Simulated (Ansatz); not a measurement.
ZrN (rock salt, Fm-3m), a = b = c = 4.5245 Å, α = β = γ = 90.00°; the cell used has 2 atoms.

This is the LDA-relaxed structure.

### Question
All from the program Ansatz at the LDA level (PAW), unless another level is named. Give the Debye temperature from the elastic constants.

### Answer
691 K.

### Question
What about the highest zone-centre frequency?

### Answer
513 cm⁻¹.

Symmetry was held in the LDA relaxation; of distortions, only those at the zone centre were tested. No spin polarisation was allowed. With an odd number of electrons in the cell and no spin polarisation, the count alone makes it a metal. As this level gives no gap, shear constants depend on the k-mesh and smearing (Fermi–Dirac, 0.1 eV here). As this level gives no gap, phonon frequencies hold no LO–TO term and depend on the k-mesh and smearing (Fermi–Dirac, 0.1 eV here).

Potentials: the later of the program's two PAW sets.
